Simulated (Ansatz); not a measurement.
Polymorphs of BeS, each relaxed with r²SCAN (plane waves, PAW; program Ansatz):

A: rock salt (Fm-3m), a = b = c = 4.634 Å, α = β = γ = 90.00°

B: P4/mmm, a = b = 3.074 Å, c = 4.456 Å, α = β = γ = 90.00°

C: P6_422, a = b = 3.450 Å, c = 7.832 Å, α = β = 90.00°, γ = 120.00°

D: wurtzite (P6_3mc), a = b = 3.4340 Å, c = 5.6612 Å, α = β = 90.00°, γ = 120.00°

E: zinc blende (F-43m), a = b = c = 4.869 Å, α = β = γ = 90.00°

### Question
Rank these by energy per atom at 0 K (lowest first), as r²SCAN gives it.

### Answer
E (+0 meV/atom), D (+8 meV/atom), C (+344 meV/atom), A (+618 meV/atom), B (+894 meV/atom)

### Question
Give each one's gap.

### Answer
A 1.33 eV; B 0.30 eV; C 3.18 eV; D 4.09 eV; E 3.59 eV.

Constructed cells (a structure type filled with these elements, in neither database checked): B. Typed or built starts, not in the databases checked: A; C; D. Weakly bound layers, chains or molecules computed without a dispersion correction, so cells and soft constants are ill determined: B. Unstable at this level: B. All cells were relaxed under the symmetry of their starts (and spin orders); stability against distortions was not tested throughout.

Energies hold the estimated change up to a 700 eV cutoff; steps of a few meV lie near the error of the meshes.

Potentials: the later of the program's two PAW sets.
